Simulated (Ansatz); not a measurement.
Method: Ansatz, DFT PBE, scalar-relativistic, plane waves, PAW. The screen uses 420 eV, coarse Γ-centred meshes (up to 0.6 Å⁻¹ on the start cell), Gaussian smearing of 0.2 eV, tolerances of 0.08 eV/Å and 0.8 GPa and 16 steps at most, with the symmetry of each start kept. No spin polarisation. Energies are free energies per atom, good to about 0.1 eV/atom between metallic cells, end volumes are rough, and groups of ends are read at 0.1 Å.

Two unrelaxed guesses for GaMo:

A.

Space group P4/mmm (No. 123). a = 3.029 Å, b = 3.029 Å, c = 4.283 Å, α = 90.00°, β = 90.00°, γ = 90.00°
| atom | site | symmetry | x | y | z |
| --- | --- | --- | --- | --- | --- |
| Ga | 1d | 4/mmm | 0.5000 | 0.5000 | 0.5000 |
| Mo | 1a | 4/mmm | 0.0000 | 0.0000 | 0.0000 |

B.

Space group P4/nmm:1 (No. 129). a = 3.200 Å, b = 3.200 Å, c = 6.800 Å, α = 90.00°, β = 90.00°, γ = 90.00°
```csv
atom,site,symmetry,x,y,z
Ga,2c,4mm,0.0000,0.5000,0.6400
Mo,2c,4mm,0.5000,0.0000,0.8900
```

Question: Which is lower as given, and which after relaxing?

Answer: As given, B is lower by 0.50 eV/atom. Relaxed, B is lower by 0.21 eV/atom, so the order holds. A goes from P4/mmm at 19.6 Å³/atom to P4/mmm at 15.4 Å³/atom and gains 0.43 eV/atom. B goes from P4/nmm at 17.4 Å³/atom to P4/nmm at 15.6 Å³/atom and gains 0.13 eV/atom. The closest pair in A goes from Ga–Mo, Ga–Ga and Mo–Mo at 3.03 Å to Ga–Ga and Mo–Mo at 2.73 Å. The closest pair in B goes from Mo–Mo at 2.71 Å to Mo–Mo at 2.68 Å. At the end: counting all near atoms (those within 1.25 times the shortest distance at each site; a plus sign parts nearer from farther groups), A has Ga 12, Mo 12 and B has Ga 10+4, Mo 10+4.
